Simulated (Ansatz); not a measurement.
GaAs:
Space group F-43m (No. 216); a = b = c = 5.6027 Å, α = β = γ = 90.00°

| atom | site | symmetry | x | y | z |
|---|---|---|---|---|---|
| Ga | 4a | -43m | 0.0000 | 0.0000 | 0.0000 |
| As | 4c | -43m | 0.2500 | 0.2500 | 0.2500 |
(The calculation used a cell of 2 atoms; values per cell refer to that cell.)

Relaxed with LDA.

Question: Decompose the optical modes at the zone centre into irreducible representations, and say which are infrared and Raman allowed.

Answer: Point group -43m: Γ_opt = T2. Infrared: T2. Raman: T2.

Question: Assign frequencies (DFPT, LDA (plane waves, PAW; program Ansatz); without the LO–TO term).

Answer: T2 269 cm⁻¹.

The LDA relaxation kept the symmetry of its start.

Potentials: the earlier of the program's two PAW sets. The files were generated under PBE; for other functionals the program regenerates the frozen cores, and for LDA and PBEsol the local potential too.
